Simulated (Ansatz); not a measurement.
GaN:
```
CELL_PARAMETERS angstrom
      3.17476     0.00000     0.00000
     -1.58738     2.74942     0.00000
      0.00000     0.00000     7.52309
ATOMIC_POSITIONS crystal
  Ga 0.66667 0.33333 0.25000
  Ga 0.33333 0.66667 0.75000
  N  0.00000 0.00000 0.75000
  N  0.00000 0.00000 0.25000
```

Relaxed with r²SCAN+D4.

Map the electron localisation function on the plane through (0.667, 0.333, 0.250) spanned by u = [1, 1, 0] and v = [1, -1, 0] in lattice vectors, from plane-wave PAW r²SCAN+D4 (Ansatz code).

x is the fraction of u, y of v (the angle between them is 90°; rows are the nearest grid lines); atoms in the plane: Ga at (0.00, 0.00), Ga at (0.50, 0.50), N at (0.00, 0.33), N at (0.50, 0.83).
```
|@  .:-+***+-:.  @|
|   .-+#####+-.   |
|   :=#%###%#=:   |
|:::=#%*: :*%#=:::|
|..:+##*. .*##+:..|
|..:+###+=+###+:..|
|  :=*#%%#%%#*=:  |
|  .:=*#%%%#*=:.  |
|   .:-=+++=-:.   |
| ....:.   .:.... |
|:::.:.     .:.:::|
|++=::.  =  .::=++|
|##*=:.  =  .:=*##|
|##%*-.     .-*%##|
|+*%%+:.   .:+%%*+|
| .*%#+:::::+#%*. |
|.-*##+-...-+##*-.|
|*###*=:. .:=*###*|
|%%%#+-.   .-+#%%%|
|#**+-:     :-+**#|
|---::.     .::---|
|   .:.......:.   |
|   .::--=--::.   |
|@  .:-+***+-:.  @|
```
Scale: ten equal steps from 0.011 (start of ' ') to 0.982 (end of '@'), in the order ' .:-=+*#%@'; x runs from 0.000 to 1.00, y from 0.000 (bottom) to 1.00 (top).

The density is the valence pseudo-density with augmentation charge, so density and ELF within about 1 Å of a nucleus are not all-electron values.

Space group P6_3/mmc. The workflow started from a Materials Project entry (that database holds measured and hypothetical structures alike); the Crystallography Open Database copy checked does not list it. It is not the phase usual at ambient conditions (space group No. 186, 216). Symmetry was held in the r²SCAN+D4 relaxation; phonons on a q-mesh show weakly imaginary modes.

Potentials: the earlier of the program's two PAW sets.
